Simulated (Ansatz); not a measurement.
SrAs₂O₆:
```xyz
9
Lattice="4.8713 0.0000 0.0000 -2.4356 4.2186 0.0000 0.0000 0.0000 5.4604" Properties=species:S:1:pos:R:3 pbc="T T T"
Sr     0.0000     0.0000     0.0000
As     0.0000     2.8124     2.7302
As     2.4356     1.4062     2.7302
O     -1.5030     2.6033     3.7677
O     -0.9326     1.6153     1.6927
O      0.9326     1.6153     3.7677
O      1.5030     2.6033     1.6927
O      3.0061     0.0000     3.7677
O      1.8652     0.0000     1.6927
```

r²SCAN (plane waves, PAW; program Ansatz) gives a gap of 4.40 eV without spin–orbit coupling, maximum off the standard path, at k = (0.167, 0.177, 0.031), minimum at Γ.

Question: What happens when spin–orbit coupling is switched on?

Answer: The gap is nearly the same, to 4.40 eV; maximum off the standard path, at k = (0.167, 0.177, 0.031), minimum at Γ.

Question: Give the electron effective mass with spin–orbit coupling.

Answer: 0.41, 0.41, 0.60 mₑ (principal values).

Question: Give the hole effective mass with spin–orbit coupling.

Answer: 2.1, 4.0, 6.2 mₑ (principal values).

Space group P-31m. The first step of the workflow began from a Materials Project structure, measured or hypothetical; the Crystallography Open Database copy checked does not list it. Its standing as an ambient phase is unchecked. The cell was relaxed with r²SCAN under the symmetry of its start; its stability against distortions is not shown here.

Potentials: the later of the program's two PAW sets.
